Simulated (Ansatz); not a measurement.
Theory: Ansatz, DFT PBE, scalar-relativistic, plane waves, PAW. Settings: cutoff 420 eV, Γ-centred meshes spaced at most about 0.3 Å⁻¹, and about 0.25 Å⁻¹ or finer for metals (2π included), Gaussian smearing. No spin polarisation in the final relaxations.

These are static total energies at zero pressure. All come from trial cells, and lower structures may exist.

**Question.** Order these relaxed structures of Al₂P₃ by energy, lowest first, with the energy over the lowest of them.
A.

```
CELL_PARAMETERS angstrom
3.46326 0.00000 0.00000
-1.73163 2.99927 0.00000
0.00000 0.00000 7.84179
ATOMIC_POSITIONS crystal
Al 0.33333 0.66667 0.18822
Al 0.66667 0.33333 0.81178
P 0.33333 0.66667 0.60122
P 0.66667 0.33333 0.39878
P 0.00000 0.00000 0.00000
```

B.

```
CELL_PARAMETERS angstrom
3.41820 0.00000 0.00000
0.00000 6.38731 0.00000
0.00000 0.00000 7.90661
ATOMIC_POSITIONS crystal
Al 0.00000 0.74213 0.19368
Al 0.00000 0.25787 0.19368
Al 0.50000 0.75787 0.80632
Al 0.50000 0.24213 0.80632
P 0.00000 0.00000 0.41642
P 0.50000 0.50000 0.31387
P 0.00000 0.00000 0.68613
P 0.50000 0.50000 0.58358
P 0.50000 0.00000 0.06147
P 0.00000 0.50000 0.93853
```

C.

```
CELL_PARAMETERS angstrom
3.35608 0.00000 0.00000
0.00000 3.35608 0.00000
0.00000 0.00000 7.38966
ATOMIC_POSITIONS crystal
Al 0.00000 0.00000 0.71109
Al 0.00000 0.00000 0.28891
P 0.50000 0.50000 0.83954
P 0.50000 0.50000 0.16046
P 0.50000 0.50000 0.50000
```

D.

```
CELL_PARAMETERS angstrom
3.21923 0.00000 0.00000
0.00000 5.57042 2.52849
0.00000 -5.57042 2.52849
ATOMIC_POSITIONS crystal
Al 0.50000 0.11724 0.83893
Al 0.50000 0.83893 0.11724
P 0.50000 0.64782 0.35488
P 0.50000 0.35488 0.64782
P 0.00000 0.17464 0.17464
```

**Answer.** B (0 meV/atom), A (136 meV/atom), C (258 meV/atom), D (355 meV/atom). Forms: B Pmmn; A P-3m1; C P4/mmm; D Amm2. Counting P atoms around Al (those within 1.25 times the shortest such distance or 1.15 times the sum of covalent radii, 1.27 where that leaves under three; a plus sign parts nearer from farther groups): B has Al 6; A has Al 6; C has Al 4+4; D has Al 5. B holds P–P pairs (shortest 2.13 Å); C holds P–P chains (shortest 2.37 Å) (bonds between like non-metal atoms; other contacts aren't counted).

In P-3m1, P4/mmm, Amm2 an odd number of electrons in the primitive cell allows no gap without spin; a larger cell or a magnetic state could open one. A magnetic state wasn't ruled out in cells without spin, among them P-3m1, P4/mmm, Amm2. Cells relaxed within their symmetry can be saddle points. The Pmmn cell of Al2P3 came from shaking the P4/mmm one. Some types were kept out of the candidates beforehand, so the set may lack a known form.
